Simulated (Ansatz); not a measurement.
## MoSe in the NiAs-type structure

Computed with Ansatz (plane waves, PAW, 420 eV cutoff): PBE, scalar-relativistic, collinear spin, Γ-centred 10×10×6 mesh, 0.05 eV Gaussian smearing. The datasets are Ansatz's generated set soft_2.

```xyz
4
Lattice="4.0731 0.0000 0.0000 -2.0365 3.5274 0.0000 0.0000 0.0000 5.0985" Properties=species:S:1:pos:R:3 pbc="T T T"
Mo    0.0000    0.0000    0.0000
Mo    0.0000    0.0000    2.5493
Se    0.0000    2.3516    1.2746
Se    2.0365    1.1758    3.8239
```

This is a trial structure made by placing the elements on a prototype's sites, so it needn't be the stable form.

Magnetic state: non-magnetic, site spin moments none.

The run above is the reference. The same cell was run again with other input settings; several of them aren't fit for production, so the rows show the settings' effect and aren't properties of the material.

```tsv
keys changed	outcome	ΔE (meV/atom)	P (GPa)	gap on the mesh (eV)	cell moment (μB)	largest force component (eV/Å)	SCF iterations	rough core-seconds	new warnings
none (reference)	converged	0.0	0.0	metal	0.00	0.000	–	–	–
scf.eigensolver.kind: "davidson"; basis.ecutwfc: 420 → "22.0 Ry"	converged	44.1	0.2	metal	0.00	0.000	13	18	cutoff below recommended
accuracy: "medium"; scf.occupations.width: 0.05 → null; scf.occupations.method: "gaussian" → "tetrahedron"	converged	-0.5	-0.2	metal	0.00	0.000	17	28	band table not solved further; tetrahedron derivatives may miss energy slope
scf.occupations.width: 0.05 → null; scf.occupations.method: "gaussian" → "tetrahedron"; scf.algorithm: "direct_min"; basis.ecutrho_ratio: 4 → 6	refused	–	–	–	–	–	0	0.1	–
scf.initial_density.chi_scale: 0.1; scf.lower_state_search: "standard"; kpoints.mp_grid.grid: [10, 10, 6] → [7, 7, 4]	converged	-1.5	0.2	metal	0.03	0.000	15	15	–
scf.algorithm: "density_mixing"	converged	0.0	0.0	metal	0.00	0.000	13	20	–
scf.mixing.preconditioner: "ldos"	converged	0.0	0.0	metal	0.00	0.000	12	21	–
```

ΔE is the energy with the smearing extrapolated to zero. It is left out where the change alters the Hamiltonian or the spin treatment. The varied runs start from atomic densities (corrected by the program's trained start where that serves), with the default search for lower states unless a row changes it.

- Message for «scf.occupations.width: 0.05 → null; scf.occupations.method: "gaussian" → "tetrahedron"; scf.algorithm: "direct_min"; basis.ecutrho_ratio: 4 → 6»: inconsistent input (scf.algorithm, scf.occupations.method): direct minimisation with tetrahedron occupations — the free energy that is minimised is that of smeared or fixed occupations, and a tetrahedron fill has neither; use a smearing scheme or fixed occupations, or the default algorithm without …

(1) What happens with these changes: scf.eigensolver.kind: "davidson"; basis.precision: "f64"; basis.ecutwfc: 420 → "22.0 Ry"?

(2) What happens with these changes: basis.xc_grid: 4; hamiltonian.xc: "pbe" → "revpbe"; scf.occupations.width: 0.05 → null; scf.occupations.method: "gaussian" → "tetrahedron_uncorrected"?

Answers:

(1) outcome converged, ΔE (meV/atom) 44.1, P (GPa) 0.2, gap on the mesh (eV) metal, cell moment (μB) 0.00, largest force component (eV/Å) 0.000, SCF iterations 13, rough core-seconds 17, new warnings cutoff below recommended.

(2) outcome converged, P (GPa) 2.0, gap on the mesh (eV) metal, cell moment (μB) 0.00, largest force component (eV/Å) 0.000, SCF iterations 17, rough core-seconds 29, new warnings band table not solved further.

Changing scf.algorithm only steers the path to self-consistency, so the energy stays within 0.5 meV/atom.

Changing scf.mixing.preconditioner only steers the path to self-consistency, so the energy stays within 0.5 meV/atom.

1 further run (cut off, refused for memory, with changed atoms or starts, or in doubt) is left out.
